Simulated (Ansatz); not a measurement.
# Data sheet: Si$_{6}$BAs (DFT)

Si$_{6}$BAs:
```
CELL_PARAMETERS angstrom
     -2.63177     2.63177     5.25363
      2.63177    -2.63177     5.25363
      2.63177     2.63177    -5.25363
ATOMIC_POSITIONS crystal
  B  0.00000 0.00000 0.00000
  Si 0.33595 0.33595 0.43626
  Si 0.75000 0.25000 0.50000
  Si 0.10032 0.66405 0.00000
  Si 0.25000 0.75000 0.50000
  Si 0.66405 0.10032 0.00000
  As 0.50000 0.50000 0.00000
  Si 0.89968 0.89968 0.56374
```

Space group I-42m (No. 121); conventional cell a = 5.2635 Å, b = 5.2635 Å, c = 10.5073 Å, α = 90.00°, β = 90.00°, γ = 90.00°.

Method: r²SCAN in the plane-wave PAW code Ansatz. Structure relaxed to zero pressure with the same functional. Other levels are named where they apply.

### Cell and energy

Volume per atom: 18.19 Å³
Density: 2.90 g/cm³

### Electronic structure

* **Band gap**: 0.09 eV (indirect)
* **Valence-band maximum**: at Γ
* **Conduction-band minimum**: at M
* **Smallest direct gap on the standard path**: 0.29 eV
* **Electron effective mass**: 0.25, 0.25, 0.42 mₑ (principal values)
* **Electron effective mass with spin–orbit coupling**: 0.25, 0.25, 0.42 mₑ (principal values)
* **Hole effective mass, band 1 of 2 at the edge**: 0.25 along x, 0.27 along z (mₑ)
* **Hole effective mass, band 2 of 2 at the edge**: 0.17 along x, 0.27 along z (mₑ)
* **Hole effective mass with spin–orbit coupling**: 0.20, 0.20, 0.26 mₑ (principal values)
* **HSE06 gap on the r²SCAN cell**: 0.47 eV
* **Gap with spin–orbit coupling**: 0.06 eV

### Mechanics

* **Bulk modulus (Birch–Murnaghan fit)**: 103 GPa
* **Pressure derivative B′**: 4.1
* **Elastic constants (relaxed ions, GPa)**: C11 = 183, C12 = 61.9, C13 = 63.4, C33 = 187, C44 = 93.6, C66 = 91.8
* **Mechanical stability**: stable (all eigenvalues of C positive)
* **Hill bulk and shear moduli**: 103 and 78.4 GPa
* **Young's modulus**: 188 GPa
* **Poisson's ratio**: 0.20
* **Debye temperature from the elastic constants**: 650 K

The start of the workflow was typed in or built on a structure type; neither database checked (COD, Materials Project) lists it. Whether it is the stable phase at ambient conditions was not checked. The r²SCAN relaxation kept the symmetry of its start; its stability against distortions is not shown here. Spin–orbit coupling is left out wherever it is not named.

Potentials: the earlier of the program's two PAW sets.
